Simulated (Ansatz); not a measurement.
Computed with Ansatz, DFT PBE, scalar-relativistic, plane waves, PAW. Settings: cutoff 420 eV, Γ-centred meshes spaced at most about 0.3 Å⁻¹, and about 0.25 Å⁻¹ or finer for metals (2π included), Gaussian smearing. No spin polarisation in the final relaxations.

Temperature and zero-point effects are left out.

Two forms of AlGa₃Sb₂ were relaxed alike.

A.

Space group P6/mmm (No. 191). a = 5.263 Å, b = 5.263 Å, c = 5.667 Å, α = 90.00°, β = 90.00°, γ = 120.00°
```csv
atom,site,symmetry,x,y,z
Al,1a,6/mmm,0.0000,0.0000,0.0000
Ga,2c,-6m2,0.3333,0.6667,0.0000
Ga,1b,6/mmm,0.0000,0.0000,0.5000
Sb,2d,-6m2,0.3333,0.6667,0.5000
```

B.

Space group P6/mmm (No. 191). a = 4.841 Å, b = 4.841 Å, c = 10.528 Å, α = 90.00°, β = 90.00°, γ = 120.00°
```
atom  site  symmetry       x       y       z
  Al    1a     6/mmm  0.0000  0.0000  0.0000
  Ga    2d      -6m2  0.3333  0.6667  0.5000
  Ga    1b     6/mmm  0.0000  0.0000  0.5000
  Sb    2e       6mm  0.0000  0.0000  0.7569
```

Question: Which is lower in energy, and by how much?

Answer: A is lower, by 0.49 eV/atom. A has space group P6/mmm (No. 191), 22.7 Å³/atom and no gap on its mesh; B has space group P6/mmm (No. 191), 35.6 Å³/atom and no gap. Counting Sb atoms around Al and Ga (those within 1.25 times the shortest such distance or 1.15 times the sum of covalent radii, 1.27 where that leaves under three; the shortest distance is added where it exceeds 1.18 times the sum of covalent radii; a slash parts the counts of unlike sites), A has Al 12 from 4.2 Å, Ga 2/6 and B has Al 2, Ga 2/6 from 3.9 Å. A holds Sb–Sb nets (shortest 3.04 Å); in B the shortest Sb–Sb distance is 4.84 Å. The denser one is the lower, and pressure would at first widen the difference. Even the lower one lies +0.16 eV/atom against the reference forms of the elements (uncorrected), so neither is stable at this level. In A, around Al lie 2 Ga at 2.83 Å and 6 Ga at 3.04 Å; Ga on a site of symmetry -6m2 has 2 Sb at 2.83 Å, 3 Al at 3.04 Å and 3 Ga at 3.04 Å; Sb has 2 Ga at 2.83 Å, 3 Ga at 3.04 Å and 3 Sb at 3.04 Å; 1 more site not described. In B, Al is surrounded by 2 Sb at 2.56 Å, 6 Al at 4.84 Å and 2 Ga at 5.26 Å; around Ga on a site of symmetry -6m2 lie 6 Ga at 2.79 Å; around Sb lie 1 Al at 2.56 Å and 1 Ga at 2.71 Å; 1 more site not described. Both come from invented guesses.

These runs have no spin–orbit coupling, which can matter for Sb. Cells relaxed within their symmetry can be saddle points.
